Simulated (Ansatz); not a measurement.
Values for one crystal, relaxed and computed with DFT-LDA in the program Ansatz with PAW potentials; other levels are named.

- Volume per atom: 12.21 Å³
- Band gap: 2.02 eV (indirect)
- Bulk modulus (Birch–Murnaghan fit): 147 GPa
- Hill bulk and shear moduli: 150 and 52.4 GPa
- Valence-band maximum: on the Γ–X line, 70 % of the way from Γ
- Mechanical stability: stable (all eigenvalues of C positive)
- Pressure derivative B′: 4.4

Question: Which of these materials gives this?
(A) Al2O3, corundum
(B) TePb, zinc blende
(C) Mg3ZnO4, Pm-3m (Mg on 3c, Zn on 1a, O on 3d, O on 1b)
(D) VBiO4, I4_1/a (V on 4b, Bi on 4a, O on 16f)

Answer: D, VBiO4, I4_1/a (V on 4b, Bi on 4a, O on 16f)

The cell was relaxed with LDA under the symmetry of its start; of distortions, only those at the zone centre were tested. No spin polarisation was allowed. No Hubbard U is applied. Scalar-relativistic: spin–orbit coupling is off unless named, which matters more the heavier the elements.

Potentials: the later of the program's two PAW sets.
